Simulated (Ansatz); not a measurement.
BiPd:
```xyz
4
Lattice="4.2587 0.0000 0.0000 -2.1293 3.6881 0.0000 0.0000 0.0000 5.7637" Properties=species:S:1:pos:R:3 pbc="T T T"
Bi     0.0000     2.4587     1.4409
Bi     2.1293     1.2294     4.3227
Pd     0.0000     0.0000     2.8818
Pd     0.0000     0.0000     0.0000
```

Relaxed with r²SCAN. Special points in fractions of this cell's reciprocal vectors: Γ (0.000, 0.000, 0.000); M (0.500, 0.000, 0.000); K (0.333, 0.333, 0.000); A (0.000, 0.000, 0.500); L (0.500, 0.000, 0.500); H (0.333, 0.333, 0.500).

**Question.** List the band energies nearest the Fermi level at these points for r²SCAN in the plane-wave PAW code Ansatz.

**Answer.** In eV from the Fermi level; about four levels below and three above (degenerate sets whole), none deeper than 8.9 eV; points with the same levels are listed once.

```tsv
k	below	above
Γ	-2.93 -2.93 -2.11 -2.11 -0.05	0.94 0.94 3.10
M	-2.08 -2.04 -1.98 -1.27	1.73 4.18 4.80
K	-1.98 -1.39 -0.16 -0.16	0.37 0.37 3.77
A	-2.93 -2.93 -2.93 -2.93 -0.77 -0.77	2.45 2.45 2.45 2.45
L	-2.76 -2.76 -2.45 -2.45	0.76 0.76 1.63 1.63
H	-2.13 -2.13 -1.59 -1.59	4.07 4.07 6.59 6.59
```

Space group P6_3/mmc (NiAs type). The first step of the workflow began from a Materials Project structure, measured or hypothetical; the Crystallography Open Database files this formula in space group No. 194, but the cells were not matched. Its standing as an ambient phase is unchecked. Symmetry was held in the r²SCAN relaxation; its stability against distortions is not shown here. The run is not spin-polarised. Spin–orbit coupling is left out wherever it is not named.

Potentials: the later of the program's two PAW sets.
